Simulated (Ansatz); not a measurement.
Bi2Pt:
```
Bi2Pt
1.0
    4.02613     0.00000     0.00000
   -2.01306     3.48673     0.00000
    0.00000     0.00000     5.60704
Bi Pt
2 1
Cartesian
  0.00000   2.32449   4.11469
  2.01306   1.16224   1.49235
  0.00000   0.00000   0.00000
```

Relaxed with PBEsol. Special points in fractions of this cell's reciprocal vectors: Γ (0.000, 0.000, 0.000); M (0.500, 0.000, 0.000); K (0.333, 0.333, 0.000); A (0.000, 0.000, 0.500); L (0.500, 0.000, 0.500); H (0.333, 0.333, 0.500).

Question: List the band energies nearest the Fermi level at these points for DFT-PBEsol with spin–orbit coupling in the program Ansatz with PAW potentials.

Answer: In eV from the Fermi level; about four levels below and three above (degenerate sets whole), none deeper than 8.9 eV; points with the same levels are listed once.

```csv
k,below,above
Γ,-2.71 -2.71 -1.88 -1.88,0.49 0.49 2.45 2.45
M,-1.68 -1.68 -0.85 -0.85,1.17 1.17 4.30 4.30
K,-0.27 -0.27 -0.10 -0.10,0.85 0.85 0.99 0.99
A,-1.49 -1.49 -0.33 -0.33,1.06 1.06 2.34 2.34
L,-2.02 -2.02 -0.48 -0.48,1.37 1.37 1.87 1.87
H,-1.61 -1.61 -1.42 -1.42,4.00 4.00 4.48 4.48
```

Space group P-3m1. The first step of the workflow began from a Materials Project structure, measured or hypothetical; the Crystallography Open Database copy checked does not list it. COD files the formula under space group No. 205. Whether it is the stable phase at ambient conditions was not checked. The PBEsol relaxation kept the symmetry of its start; its stability against distortions is not shown here. No spin polarisation was allowed.

Potentials: the later of the program's two PAW sets.
